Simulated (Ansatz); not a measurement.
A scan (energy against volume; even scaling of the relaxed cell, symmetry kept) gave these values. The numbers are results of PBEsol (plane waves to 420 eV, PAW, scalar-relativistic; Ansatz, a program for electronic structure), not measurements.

| Property | Value |
|---|---|
| Bulk modulus at fixed cell shape B₀ (third-order Birch-Murnaghan fit) | 22.7 GPa |
| Pressure derivative B₀′ (fit) | 4.4 |
| Equilibrium volume of the fit | 28.34 Å³/atom |

Question: Of these crystals, all scanned alike, which one is it?
A) Na₂MgPb (space group P6_3/mmc)
B) Y(AlSi)₂ (space group P-3m1)
C) SrTl₂ (space group P6_3/mmc)
D) SnP₃ (space group R-3m)

Answer: A, Na₂MgPb (space group P6_3/mmc). The others have, for the bulk modulus at fixed cell shape: SnP3 54.1 GPa, Y(AlSi)2 83.2 GPa, SrTl2 34.7 GPa

All were relaxed with their symmetry unable to fall. Spin-orbit coupling is left out. Y(AlSi)2 is run without spin polarisation. With the shape held, the modulus is that of even scaling; a crystal free to change shape is softer.

(Under strain, the slope of the energy per volume gives the stress and its curvature an elastic modulus.)
